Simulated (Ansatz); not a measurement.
Space group I4/m (No. 87). a = 8.053 Å, b = 8.053 Å, c = 5.064 Å, α = 90.00°, β = 90.00°, γ = 90.00°
| atom | site | symmetry | x | y | z |
| --- | --- | --- | --- | --- | --- |
| Y | 8h | m.. | 0.1990 | 0.5991 | 0.5000 |
| Y | 2b | 4/m.. | 0.0000 | 0.0000 | 0.5000 |
| F | 2a | 4/m.. | 0.0000 | 0.0000 | 0.0000 |

Equation of state of this Y5F structure (not necessarily the ground state), with shape and atoms relaxed at each volume where symmetry leaves them free. It has no gap at any of these volumes. These are results of DFT PBE, scalar-relativistic, plane waves, PAW in Ansatz, not measurements.

Settings: cutoff 420 eV, Γ-centred mesh 8×8×8 on the computed 6-atom cell, Gaussian smearing of 0.10 eV; no spin polarisation.

```csv
V (Å³/atom),E − E(largest V) (meV/atom),P (GPa)
24.085,33.13,7.26
24.906,1.83,5.05
25.727,-18.92,3.14
26.548,-30.49,1.47
27.369,-34.07,0.01
28.190,-30.64,-1.27
29.011,-21.06,-2.40
30.106,0.00,-3.69
```

Fit a third-order Birch–Murnaghan equation, E = E0 + (9V0B0/16)·[(x − 1)³B0' + (x − 1)²(6 − 4x)] with x = (V0/V)^(2/3), to E(V).

V0 = 27.36 Å³/atom, B0 = 46 GPa, B0' = 3.4.

Spin polarisation was left out, and a magnetic state may lie lower.

The cell was found from a structure generator's guess, not taken from experiment.
